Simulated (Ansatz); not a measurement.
## How the gradients follow the element M in Ba5Ge2N6 and its analogues

Level of theory: DFT, PBE, plane waves and PAW, scalar-relativistic, 420 eV cutoff (Ansatz 0.2.0). The cells come from the Materials Project (computed, not necessarily observed phases), with the atoms as given. Forces reach 0.2 eV/Å in them. Spin–orbit coupling is left out, which moves gradients at and beside heavy atoms (Ba, Hf) by some per cent and at some sites by far more. All compounds take space group C2/c with the same Wyckoff sites and nearly the same cell shape, and differ in the element M (Ge, Hf, Zr). Sites are named by their Wyckoff letter. V_zz in 10²¹ V/m².

```csv
M,compound,source,cell edges (Å),first shell of Ba on e,Ba on e: V_zz (η),M on f: V_zz (η)
Ge,Ba5Ge2N6,MP,"10.782, 7.157, 14.378; β = 99.4°",6 N at 2.67–3.28 Å; also 2 Ba at 3.67 Å,-13.32 (0.88),7.46 (0.68)
Hf,Ba5Hf2N6,MP,"11.267, 7.476, 14.964; β = 96.4°","2 N at 2.64 Å, angle 114°",?,?
Zr,Ba5Zr2N6,MP,"11.321, 7.537, 14.999; β = 96.3°","2 N at 2.63 Å, angle 114°",9.20 (0.92),13.28 (0.68)
```

Task: Estimate the values withheld for Ba5Hf2N6.

Result: Ba on e: 9.95 (0.84); Hf on f: 32.5 (0.58).
